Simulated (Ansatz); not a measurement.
The start is a generated cell, Mo placed in the AFLOW prototype A_tP12_96_ab (as in Si). The cell and all atomic positions are relaxed at zero pressure with PBE (plane waves to 420 eV, PAW, scalar-relativistic; Ansatz, an electronic-structure program). First-step values are on the input's coarse k-mesh.

Ansatz input (later rounds restart from its end on a renewed k-mesh):
Ansatz 0.2 input:
```yaml
crystal:
  lattice:
    - [5.2995325, 0, 0]
    - [0, 5.2995325, 0]
    - [0, 0, 6.6774096]
  atoms:
    - { symbol: Mo, position: [0.0849, 0.0849, 0] }
    - { symbol: Mo, position: [0.5849, 0.4151, 0.25] }
    - { symbol: Mo, position: [0.4151, 0.5849, 0.75] }
    - { symbol: Mo, position: [0.9151, 0.9151, 0.5] }
    - { symbol: Mo, position: [0.1752, 0.3792, 0.2742] }
    - { symbol: Mo, position: [0.6752, 0.1208, 0.9758] }
    - { symbol: Mo, position: [0.3248, 0.8792, 0.4758] }
    - { symbol: Mo, position: [0.8248, 0.6208, 0.7742] }
    - { symbol: Mo, position: [0.6208, 0.8248, 0.2258] }
    - { symbol: Mo, position: [0.1208, 0.6752, 0.0242] }
    - { symbol: Mo, position: [0.8792, 0.3248, 0.5242] }
    - { symbol: Mo, position: [0.3792, 0.1752, 0.7258] }
basis: { ecutwfc: 420, ecutrho_ratio: 4, xc_grid: 2, fft_grid_basis: typed }
kpoints: { mp_grid: { grid: [5, 5, 4] } }
hamiltonian:
  xc: pbe
  dispersion: none
  pseudopotentials: { azcp: { folder: ./paw }, kind: paw }
scf: { occupations: { method: fermi_dirac, width: 0.05 } }
relax: { f_tol: 0.01, max_steps: 100, cell: { stress_tol: 0.02 } }
output: { forces: true, stress: true }
```

```json
{
 "outcome": "The space group goes from P4₃2₁2 (No. 96) to P4₁2₁2 (No. 92), with 4 atoms in the primitive cell",
 "energy_released": "about 1.5 eV/atom",
 "volume_change": "+6.1 %, from 15.63 to 16.59 Å³/atom",
 "Shortest distances (start → end)": "The closest pairs of elements (up to four, under 3.6 Å), start → end: Mo–Mo 2.19 → 2.65 Å",
 "band_gap_at_the_end": "no gap (metallic)",
 "optimiser_moves": "19"
}
```

The end point of the relaxation:

```cif
data_Mo4
_chemical_formula_sum 'Mo4'
_space_group_name_H-M_alt 'P41212'
_space_group_IT_number 92
_space_group_name_Hall 'P 4abw 2nw'
_cell_length_a 4.97278
_cell_length_b 4.97278
_cell_length_c 2.68309
_cell_angle_alpha 90.000
_cell_angle_beta 90.000
_cell_angle_gamma 90.000
loop_
_atom_site_label
_atom_site_type_symbol
_atom_site_symmetry_multiplicity
_atom_site_Wyckoff_symbol
_atom_site_fract_x
_atom_site_fract_y
_atom_site_fract_z
_atom_site_occupancy
Mo1 Mo 4 a 0.18882 0.18882 0.00000 1
```

Final values are on a 8×8×14 k-mesh of the relaxed cell. The start holds a very short contact (Mo–Mo 2.19 Å). No spin polarisation in the result.

The run could not lose the symmetry of its start: the end is stationary, and may be a saddle point rather than a minimum.

The relaxed structure here is a generated cell of Mo: the first start was made by placing the elements on the sites of a structure type, and the end was not matched to a known phase here, so it may be hypothetical. Known forms of Mo include space group No. 229.
